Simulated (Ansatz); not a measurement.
Ga₃Ni₂:
```cif
data_Ga3Ni2
_chemical_formula_sum 'Ni2 Ga3'
_space_group_name_H-M_alt 'P-3m1'
_space_group_IT_number 164
_space_group_name_Hall '-P 3 2"'
_cell_length_a 4.02183
_cell_length_b 4.02183
_cell_length_c 4.84829
_cell_angle_alpha 90.000
_cell_angle_beta 90.000
_cell_angle_gamma 120.000
loop_
_atom_site_label
_atom_site_type_symbol
_atom_site_symmetry_multiplicity
_atom_site_Wyckoff_symbol
_atom_site_fract_x
_atom_site_fract_y
_atom_site_fract_z
_atom_site_occupancy
Ni1 Ni 2 d 0.33333 0.66667 0.14199 1
Ga1 Ga 1 a 0.00000 0.00000 0.00000 1
Ga2 Ga 2 d 0.66667 0.33333 0.35939 1
```

Relaxed at zero pressure with DFT-r²SCAN in the program Ansatz with PAW potentials.

### Question
The volume is lowered by 3 % and shape and atoms relax at that volume. What pressure results, and how do the axes share the change?

### Answer
4.7 GPa; a -1.1 %, b -1.1 %, c -0.9 %; the energy rises by 6 meV/atom.

### Question
Give the new structure.

### Answer

Space group P-3m1 (No. 164); a = 3.9781 Å, b = 3.9781 Å, c = 4.8069 Å, α = 90.00°, β = 90.00°, γ = 120.00°

```csv
atom,site,symmetry,x,y,z
Ni,2d,3m.,0.3333,0.6667,0.1428
Ga,1a,-3m.,0.0000,0.0000,0.0000
Ga,2d,3m.,0.6667,0.3333,0.3596
```

The phase is kept; no other phase was compared at this pressure.

The workflow started from an entry of the Crystallography Open Database (COD). Whether it is the stable phase at ambient conditions was not checked. The cell was relaxed with r²SCAN under the symmetry of its start; whether a distortion lowers the energy is not shown. The workflow began spin-polarised and lost its moments. Axis ratios of metals converge slowly with the k-mesh, so a and c are less sure than the volume.

Potentials: the later of the program's two PAW sets.
